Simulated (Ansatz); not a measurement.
InPd2:
```
CELL_PARAMETERS angstrom
      5.66671     0.00000     0.00000
      0.00000     4.22354     0.00000
      0.00000     0.00000     8.28427
ATOMIC_POSITIONS crystal
  In 0.82308 0.25000 0.60050
  In 0.17692 0.75000 0.39950
  In 0.67692 0.75000 0.10050
  In 0.32308 0.25000 0.89950
  Pd 0.93062 0.25000 0.27023
  Pd 0.06938 0.75000 0.72977
  Pd 0.56938 0.75000 0.77023
  Pd 0.43062 0.25000 0.22977
  Pd 0.65696 0.75000 0.42814
  Pd 0.34304 0.25000 0.57186
  Pd 0.84304 0.25000 0.92814
  Pd 0.15696 0.75000 0.07186
```

Relaxed with r²SCAN. Special points in fractions of this cell's reciprocal vectors: Γ (0.000, 0.000, 0.000); X (0.500, 0.000, 0.000); S (0.500, 0.500, 0.000); Y (0.000, 0.500, 0.000); Z (0.000, 0.000, 0.500); U (0.500, 0.000, 0.500); R (0.500, 0.500, 0.500); T (0.000, 0.500, 0.500).

List the band energies nearest the Fermi level at these points for plane-wave PAW r²SCAN with spin–orbit coupling (Ansatz code).

In eV from the Fermi level; about four levels below and three above (degenerate sets whole), none deeper than 8.9 eV; points with the same levels are listed once.

```json
[
 {"k": "Γ", "below": "-0.08 -0.08 -0.04 -0.04", "above": "0.80 0.80 1.08 1.08"},
 {"k": "X", "below": "-0.89 -0.89 -0.89 -0.89", "above": "3.20 3.20 3.20 3.20"},
 {"k": "S", "below": "-0.12 -0.12 -0.12 -0.12", "above": "0.91 0.91 0.91 0.91"},
 {"k": "Y", "below": "-0.74 -0.74 -0.74 -0.74", "above": "2.41 2.41 2.41 2.41"},
 {"k": "Z", "below": "-0.06 -0.06 -0.06 -0.06", "above": "0.43 0.43 0.43 0.43"},
 {"k": "U", "below": "-0.87 -0.87 -0.87 -0.87", "above": "0.40 0.40 0.40 0.40"},
 {"k": "R", "below": "-0.25 -0.25 -0.25 -0.25", "above": "1.99 1.99 1.99 1.99"},
 {"k": "T", "below": "-0.76 -0.76 -0.76 -0.76", "above": "0.45 0.45 0.45 0.45"}
]
```

Space group Pnma. The workflow started from a Materials Project entry (that database holds measured and hypothetical structures alike); the Crystallography Open Database copy checked does not list it. Its standing as an ambient phase is unchecked. Symmetry was held in the r²SCAN relaxation; its stability against distortions is not shown here. No spin polarisation was allowed.

Potentials: the later of the program's two PAW sets.
